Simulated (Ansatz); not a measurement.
Input file for Ansatz (an electronic-structure program):

Ansatz 0.2 input:
```yaml
crystal:
  lattice:
    - [-1.6511845896, 1.6511845896, 1.6511845896]
    - [1.6511845896, -1.6511845896, 1.6511845896]
    - [1.6511845896, 1.6511845896, -1.6511845896]
  atoms:
    - { symbol: Nb, position: [0.0, 0.0, 0.0] }
kpoints:
  mp_grid: { grid: [17, 17, 17] }
hamiltonian:
  xc: r2scan
  pseudopotentials: { azcp: { folder: ./paw }, kind: paw }
scf:
  occupations: { method: gaussian, width: 0.1 }
checkpoint: { read: metal.run }
output: { bader: true, populations: true }
```

Output (shortened):

```
Pseudopotential: Nb, paw, valence charge 13
Functional definition: r2SCAN
Crystal: 1 atoms, lattice volume = 18.007 Å³
Basis set: ecut = 500 eV, 459 PW (Γ), exchange–correlation on 96×96×96 points (64 copies of the dense FFT grid, shifted against one another)
Bands: 15, of which v1, the nominal top of the filled ones, is band 7 counted from 1 (6 counted from 0)
Symmetry: 48 space group operations
Space group: Im-3m (ITA 229), of the structure as read, at distance tolerance 2.6e-5 Å
k-points: 165 of 4913
Stability of the state it starts from, as read at its close in the unpolarized treatment …
iter 1 solved again at ethr=4.63e-9 eV; its pass at ethr=3.10e-3 eV (dr2=6.02e-7 eV) is discarded
SCF iter   1: F=—  HF=-4563.659067 eV  |F-HF|=—  |Δ(HF+E_count)|=         —  Δρ=6.07e-7  dr2=3.94e-11  dr2_τ=1.42e-11  ethr=4.63e-9  ⟨swp⟩=3.1  Hψ=20991  notcnv=0
preconditioner: auto → none
SCF iter   2: F=-4563.659067 eV  HF=-4563.659067 eV  |F-HF|=8.19e-12  |Δ(HF+E_count)|=   1.28e-9  Δρ=2.91e-7  dr2=7.32e-12  dr2_τ=1.03e-12  ethr=1.00e-12  ⟨swp⟩=4.8  Hψ=7111  notcnv=0
SCF 1 converged in 2 iterations: F = -4563.659067 eV  dr2 = 7.32e-12
SCF converged after 2 iterations
Free energy (F): -4563.659067 eV
Harris-Foulkes:  -4563.659067 eV  (|F-HF|=8.19e-12)
Internal energy: -4563.651959 eV  (E = F + TS)
E sigma→0 (E₀):  -4563.655513 eV
Entropy (-TS):   -0.007108 eV (-7.108 meV/atom)
Fermi energy:    17.744255 eV
--- Per-component energies (eV) ---
  E_band       = -78.069980
  E_kinetic    = 372.570559
  E_local      = -644.526342  (includes V_loc(G=0)·N_el)
  E_nonlocal   = 94.745219
  E_hartree    = 213.623984
  E_xc         = -159.468790
  E_vxc        = -222.248211  (∫ρ·V_xc dr)
  E_paw        = -3099.515262  (= ΣΔE_a)
  E_vpaw       = -119.949640  (= ΣTr[D̂ρ^β])
  E_aug_tail   = 0.000023  (compensation charges beyond the density's cutoff)
  E_vtau       = 14.090403  (kinetic-family band-sum trace: ∫τ·v_τ [+ j·A + Jᵃ·Aᵃ] dr)
  E_ewald      = -1340.888920
  E_core_change = -0.192430  (= ΣΔE_core)
  E_smearing   = -0.007108  (= −TS)
  E_closure    =  0.000000  (closes the sum)
  Σ components = -4563.659067   (vs F -4563.659067, Δ=0.00e0)
  [band-id]    e_kinetic+e_local+e_nonlocal+2·e_hartree+e_vxc+e_vpaw+e_augmentation_tail+e_vtau = -78.070021   (vs E_band -78.069980, Δ=-4.10e-5)
--- Band table (eV; the first three rows and the last of 165) ---
  k-point 0: bands = ["-38.3917", "-12.9262", "-12.9262", "-12.9262", "11.4900", "18.1974", "18.1974", "18.1974", "21.3191", "21.3191", "32.5131", "32.5131", "32.5131", "43.8557", "43.8557"]
  k-point 1: bands = ["-38.3828", "-12.9790", "-12.9420", "-12.9266", "11.6403", "18.1028", "18.1736", "18.3400", "21.1706", "21.3180", "32.6367", "32.7716", "32.8530", "42.6516", "43.4510"]
  k-point 2: bands = ["-38.3571", "-13.1289", "-12.9872", "-12.9279", "12.0687", "17.8439", "18.0726", "18.7615", "20.8665", "21.3237", "32.9316", "33.5196", "33.6843", "40.9180", "42.4713"]
  k-point 164: bands = ["-37.9368", "-13.9114", "-13.9014", "-13.9014", "13.9035", "13.9273", "23.3228", "23.3228", "23.5490", "27.0801", "27.6521", "27.6521", "37.8348", "38.9670", "39.0260"]
--- Löwdin populations: 1 site ---
  site symbol       q [e]
     0     Nb     12.9482
  spilling = 0.003983 (of n_electrons = 13.000000)
--- Bader charges: 1 site ---
  site symbol  charge [e]  shift [e]
     0     Nb      0.0000     0.0000
  shift: an alarm, by how much a part of what the PAW files miss would move the charge. Where it is large, compare
  with a run on PAW files of another source; a small one proves nothing
  estimated error of the sums over rays = 1.9e-7 e
```

Cost: very roughly 11 core-seconds on shared cores.

The cell was relaxed with r²SCAN under the symmetry of its start. No spin polarisation was allowed. Spin–orbit coupling is left out wherever it is not named.

Potentials: the earlier of the program's two PAW sets.

Ansatz is a plane-wave DFT program.
